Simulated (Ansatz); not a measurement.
Level of theory: DFT PBE, scalar-relativistic, plane waves, PAW in Ansatz 0.2.0. All cells share a 420 eV cutoff and Γ-centred k meshes spaced at most about 0.3 Å⁻¹ (2π included). No spin polarisation in the final relaxations.

All energies are static (0 K, no zero-point motion).

Compare these two cells of Al₃GaAs₄, each relaxed at this level.

A. Space group P-4m2 (No. 115), tetragonal, a = 4.055 Å, c = 11.456 Å. Al on a site of symmetry 2mm has 4 As at 2.48 Å; Al on a site of symmetry -4m2 is surrounded by 4 As at 2.48 Å; Ga has 4 As at 2.49 Å; As on its first site has 4 Al at 2.48 Å; As on its second site is surrounded by 2 Al at 2.48 Å and 2 Ga at 2.49 Å.

B. Space group P-43m (No. 215), cubic, a = 5.733 Å. Al has 4 As at 2.48 Å; Ga is surrounded by 4 As at 2.49 Å; As is surrounded by 3 Al at 2.48 Å and 1 Ga at 2.49 Å.

**Question.** Which arrangement of the elements on these sites is preferred, and by what margin?

**Answer.** They are level within the accuracy (under 1 meV/atom apart). The two share one framework of sites and differ in which element sits where. A has Al and Ga ordered on zinc blende sites, space group P-4m2 (No. 115), 23.6 Å³/atom and a gap of 1.27 eV on its mesh; B has Al and Ga ordered on zinc blende sites, space group P-43m (No. 215), 23.6 Å³/atom and a gap of 1.03 eV. Counting As atoms around Al and Ga (those within 1.25 times the shortest such distance or 1.15 times the sum of covalent radii), A and B both have Al 4, Ga 4. Both come from invented guesses.

Kohn–Sham gaps at this level usually fall short of measured ones. Cells relaxed within their symmetry can be saddle points.
